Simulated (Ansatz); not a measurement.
# CsH (rocksalt type) under strong compression

```
Cs H
1.0
     0.00000    3.04794    3.04794
     3.04794    0.00000    3.04794
     3.04794    3.04794    0.00000
Cs H
1 1
Cartesian
  0.0000 0.0000 0.0000
  3.0479 3.0479 3.0479
```

The cell comes from a relaxation on PAW files under the same functional, begun from a prototype that needn't be the stable phase.

Its volume is scaled at fixed shape and fractional positions.

Computed with Ansatz 0.2.0; functional LDA, scalar-relativistic. Settings: a Γ-centred 12×12×12 k mesh, Fermi–Dirac smearing of 0.05 eV, no spin polarisation. Methods: LAPW: all electrons, basis error target 1 meV/atom; PAW: frozen-core files, cutoff 420 eV; crystal datasets: all electrons, by PAW datasets that the program makes for each cell; norm-conserving: pseudopotentials, cutoff 1007 eV.

Energies are extrapolated to zero smearing and count from the unscaled cell; pressure is positive in compression; gaps take the mesh and a band path. No temperature or zero-point motion is included.

Spin–orbit coupling is left out, which matters for the heavy atoms. The PAW files were made under PBE. The structure type is held throughout; the real material can change phase at far lower pressure.

| V/V0 | V (Å³/atom) | P LAPW (GPa) | ΔE LAPW (eV/atom) | P PAW − LAPW (GPa) | ΔE PAW − LAPW (meV/atom) | gap (eV) |
| --- | --- | --- | --- | --- | --- | --- |
| 1.00 | 28.32 | 0.01 | 0.000 | 0.00 | 0.0 | 1.75 |
| 0.88 | 24.92 | 1.94 | 0.019 | 0.00 | 0.0 | – |
| 0.78 | 22.09 | 4.68 | 0.075 | 0.00 | 0.0 | – |
| 0.68 | 19.25 | 9.33 | 0.195 | 0.00 | 0.1 | – |
| 0.58 | 16.42 | 17.82 | 0.427 | 0.00 | 0.1 | – |
| 0.50 | 14.16 | ? | ? | ? | ? | ? |
| 0.43 | 12.18 | 51.1 | 1.252 | 0.02 | 0.4 | 0.00 |

(1) Fit the Vinet equation to the LAPW pressures shown (residuals weighted by 1/(|P| + 0.03·Pmax)), and predict the pressure of the withheld row.

(2) At the smallest volume, how far do crystal datasets and norm-conserving lie from LAPW in pressure?

Results:

(1) The fit gives V0 = 28.37 Å³/atom, B0 = 10.7 GPa and B0′ = 4.47. At 14.16 Å³/atom, x = (V/V0)^(1/3) = 0.7931, and P = 3·B0·(1 − x)/x²·exp[1.5·(B0′ − 1)·(1 − x)] = 31.0 GPa. The run itself gave 30.5 GPa (+1.8 % off) and ΔE = 0.760 eV/atom.

(2) crystal datasets: 0.00 GPa; norm-conserving: -0.25 GPa, on a LAPW pressure of 51.1 GPa.
